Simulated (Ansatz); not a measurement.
The relaxed structure here is a generated cell of InSe: the first start was made by placing the elements on the sites of a structure type, and the end was not matched to a known phase here, so it may be hypothetical. Known forms of InSe include space group No. 194.

A structure of InSe relaxed with PBEsol (plane waves to 420 eV, PAW, scalar-relativistic; Ansatz, a first-principles code); single points at other levels follow on the same geometry (Ansatz, PAW; PBEsol+SOC at 420 eV on a 9×9×5 k-mesh; spin-orbit coupling only where +SOC is written). Space group P3m1 (No. 156).

Space group P3m1 (No. 156); a = b = 4.210 Å, c = 7.508 Å, α = β = 90.00°, γ = 120.00°

```json
[
 {"atom": "In", "site": "1c", "symmetry": "3m.", "x": "0.6667", "y": "0.3333", "z": "0.8779"},
 {"atom": "In", "site": "1b", "symmetry": "3m.", "x": "0.3333", "y": "0.6667", "z": "0.3385"},
 {"atom": "Se", "site": "1a", "symmetry": "3m.", "x": "0.0000", "y": "0.0000", "z": "0.0355"},
 {"atom": "Se", "site": "1c", "symmetry": "3m.", "x": "0.6667", "y": "0.3333", "z": "0.5337"}
]
```

```tsv
level	gap (eV)	kind	conduction minimum
PBEsol	0.12	indirect	H
PBEsol+SOC	0.08	direct	H
```

The shift from spin-orbit coupling is approximate. No spin polarisation in the result.

It was reached from a disturbed copy of a F-43m (No. 216) cell (zinc blende type), against which it lies -0.16 eV/atom.
